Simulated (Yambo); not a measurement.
Yambo run on RbCl (CsCl type, space group Pm-3m, No. 221). The wavefunctions are PBEsol (pw.x of Quantum ESPRESSO, ONCV potentials, with spin-orbit coupling) ones on a 4×4×4 mesh (16 occupied bands); a = 3.886 Å, b = 3.886 Å, c = 3.886 Å, α = 90.00°, β = 90.00°, γ = 90.00°.

Yambo input:

```
rim_cut
HF_and_locXC
RandQpts= 1000000
RandGvec= 1 Ry
EXXRLvcs= 58 Ry
VXCRLvcs= 232 Ry
% QPkrange
 1 | 1 | 14 | 18 |
 3 | 3 | 16 | 17 |
 6 | 6 | 16 | 17 |
 10 | 10 | 16 | 17 |
%
```

k points by index: 1 = Γ, 3 = X, 6 = M, 10 = R.

Resulting energies as the program prints them:

```
#    K-point    Band    Eo [eV]    Ehf [eV]    Vxc [eV]    Vnlxc [eV]
#
    1    14    -0.042522    -4.532714    -14.12137    -18.61156
    1    15    -0.042522    -4.532728    -14.12137    -18.61157
    1    16    -0.042522    -4.532726    -14.12137    -18.61157
    1    17    4.939347    9.222039    -8.276214    -3.993522
    1    18    4.939347    9.222039    -8.276214    -3.993522
    3    16    -0.188228    -4.703401    -13.84877    -18.36394
    3    17    7.498137    12.36594    -8.422192    -3.554389
    6    16    0.000000    -4.509957    -14.16409    -18.67405
    6    17    6.083199    10.49864    -8.061772    -3.646335
    10    16    -1.308976    -6.088812    -12.63958    -17.41942
    10    17    9.482542    14.27644    -8.897797    -4.103895
```
Exchange alone, without screening.

Geometry relaxed with PBEsol.

This is not the ordinary phase of the substance.
